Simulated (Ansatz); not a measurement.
SnSe (zinc blende, F-43m), a = 6.665 Å, b = 6.665 Å, c = 6.665 Å, α = 90.00°, β = 90.00°, γ = 90.00°; the cell used has 2 atoms.

Relaxed with PBEsol.

Which orbitals make up the states near the Fermi level in the program Ansatz at the PBEsol level (PAW)?

Within 0.5 eV of the Fermi level: Se 4p 44 %, Sn 5p 32 %, Sn 5s 16 %. Projections are on Löwdin-orthogonalised atomic valence shells; empty p or d shells of many metals are not among them.

Tabulate the density of states.

States/eV per cell of 2 atoms, in 0.25 eV bins, energy from the Fermi level.

```tsv
E (eV)	total	Se 4p	Sn 5p	Sn 5s
-7.85	0.00	0.00	0.00	0.00
-7.60	1.16	0.31	0.00	0.83
-7.35	3.38	0.90	0.06	2.34
-7.10	1.41	0.36	0.03	0.95
-6.85	0.76	0.18	0.01	0.51
-6.60	0.49	0.11	0.01	0.32
-6.35	0.33	0.07	0.00	0.22
-6.10	0.22	0.04	0.00	0.15
-5.85	0.14	0.02	0.00	0.10
-5.60	0.08	0.01	0.00	0.06
-5.35	0.02	0.00	0.00	0.02
-5.10	0.00	0.00	0.00	0.00
-4.85	0.00	0.00	0.00	0.00
-4.60	0.00	0.00	0.00	0.00
-4.35	0.00	0.00	0.00	0.00
-4.10	1.48	0.92	0.55	0.01
-3.85	2.38	1.50	0.83	0.03
-3.60	3.00	1.98	0.98	0.03
-3.35	3.07	2.12	0.90	0.02
-3.10	2.92	2.14	0.75	0.02
-2.85	2.11	1.63	0.46	0.01
-2.60	0.90	0.74	0.15	0.00
-2.35	0.15	0.13	0.02	0.00
-2.10	0.26	0.16	0.06	0.03
-1.85	0.60	0.34	0.14	0.10
-1.60	0.72	0.41	0.15	0.12
-1.35	0.85	0.48	0.17	0.15
-1.10	1.00	0.57	0.19	0.19
-0.85	1.21	0.70	0.20	0.24
-0.60	1.89	1.13	0.24	0.41
-0.35	1.05	0.65	0.12	0.24
-0.10	0.43	0.25	0.07	0.09
0.15	0.33	0.02	0.26	0.01
0.40	0.48	0.03	0.37	0.01
0.65	0.63	0.06	0.47	0.02
0.90	0.79	0.10	0.58	0.02
1.15	1.03	0.15	0.75	0.03
1.40	1.36	0.22	0.97	0.04
1.65	1.73	0.29	1.22	0.04
1.90	2.02	0.37	1.43	0.03
2.15	1.53	0.31	1.10	0.01
2.40	2.68	0.67	1.72	0.02
2.65	2.84	0.75	1.73	0.03
2.90	2.04	0.55	1.21	0.02
3.15	2.13	0.60	1.23	0.03
3.40	1.32	0.35	0.81	0.01
3.65	1.15	0.31	0.71	0.00
3.90	1.22	0.32	0.69	0.00
4.15	0.57	0.16	0.34	0.00
4.40	0.13	0.04	0.08	0.00
4.65	0.00	0.00	0.00	0.00
4.90	0.13	0.00	0.00	0.00
```

The start of the workflow was typed in or built on a structure type; neither database checked (COD, Materials Project) lists it. It is not the phase usual at ambient conditions (space group No. 62). Symmetry was held in the PBEsol relaxation. At this level the phase is mechanically unstable. Scalar-relativistic: spin–orbit coupling is off unless named, which matters more the heavier the elements.

Potentials: the earlier of the program's two PAW sets. The files were generated under PBE; for other functionals the program regenerates the frozen cores, and for LDA and PBEsol the local potential too.
